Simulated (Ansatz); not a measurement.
Independent-particle absorption of SiC (P6_3mc, a = 3.079 Å, b = 3.079 Å, c = 20.138 Å, α = 90.00°, β = 90.00°, γ = 120.00°), no local fields or excitons, 0.1 eV broadening. Computed with DFT r2SCAN, scalar-relativistic, plane waves, PAW in Ansatz.

Cutoff 500 eV; k points 12×12×2 on the computed 16-atom cell (Γ-centred); Gaussian smearing, width 0.02 eV; no spin polarisation. The spectrum is summed on a 18×18×3 mesh.

```yaml
crystal:
  lattice:
    - [3.07887, 0.00000, 0.00000]
    - [-1.53944, 2.66638, 0.00000]
    - [0.00000, 0.00000, 20.13774]
  atoms:
    - { symbol: Si, position: [0.33333, 0.66667, 0.25011] }
    - { symbol: Si, position: [0.66667, 0.33333, 0.75011] }
    - { symbol: Si, position: [0.33333, 0.66667, 0.62499] }
    - { symbol: Si, position: [0.66667, 0.33333, 0.12499] }
    - { symbol: Si, position: [0.00000, 0.00000, 0.00010] }
    - { symbol: Si, position: [0.00000, 0.00000, 0.50010] }
    - { symbol: Si, position: [0.33333, 0.66667, 0.87519] }
    - { symbol: Si, position: [0.66667, 0.33333, 0.37519] }
    - { symbol: C, position: [0.33333, 0.66667, 0.96892] }
    - { symbol: C, position: [0.66667, 0.33333, 0.46892] }
    - { symbol: C, position: [0.00000, 0.00000, 0.09386] }
    - { symbol: C, position: [0.00000, 0.00000, 0.59386] }
    - { symbol: C, position: [0.33333, 0.66667, 0.34413] }
    - { symbol: C, position: [0.66667, 0.33333, 0.84413] }
    - { symbol: C, position: [0.33333, 0.66667, 0.71871] }
    - { symbol: C, position: [0.66667, 0.33333, 0.21871] }
```

| photon energy (eV) | ε2,xx |
| --- | --- |
| 0.0 | 0.00 |
| 0.4 | 0.00 |
| 0.8 | 0.00 |
| 1.2 | 0.00 |
| 1.6 | 0.00 |
| 2.0 | 0.00 |
| 2.4 | 0.00 |
| 2.8 | 0.00 |
| 3.2 | 0.00 |
| 3.6 | 0.04 |
| 4.0 | 0.16 |
| 4.4 | 0.23 |
| 4.8 | 0.33 |
| 5.2 | 1.09 |
| 5.6 | 2.84 |
| 6.0 | 5.35 |
| 6.4 | 9.08 |
| 6.8 | 14.40 |
| 7.2 | 16.76 |
| 7.6 | 18.84 |
| 8.0 | 12.52 |
| 8.4 | 12.23 |
| 8.8 | 12.53 |
| 9.2 | 12.51 |
| 9.6 | 9.79 |
| 10.0 | 8.14 |
| 10.4 | 6.50 |
| 10.8 | 5.25 |
| 11.2 | 4.35 |
| 11.6 | 3.79 |
| 12.0 | 3.24 |
| 12.4 | 2.97 |
| 12.8 | 2.66 |
| 13.2 | 2.23 |
| 13.6 | 2.01 |
| 14.0 | 1.80 |

The strongest peak lies near 7.4 eV. ε∞ (xx, yy, zz) = 6.6, 6.6, 6.7.

Cost: 1 run of about 18 core-minutes, on Oxide Virtual Turin-like Processor (Zen 5) (shared hosts).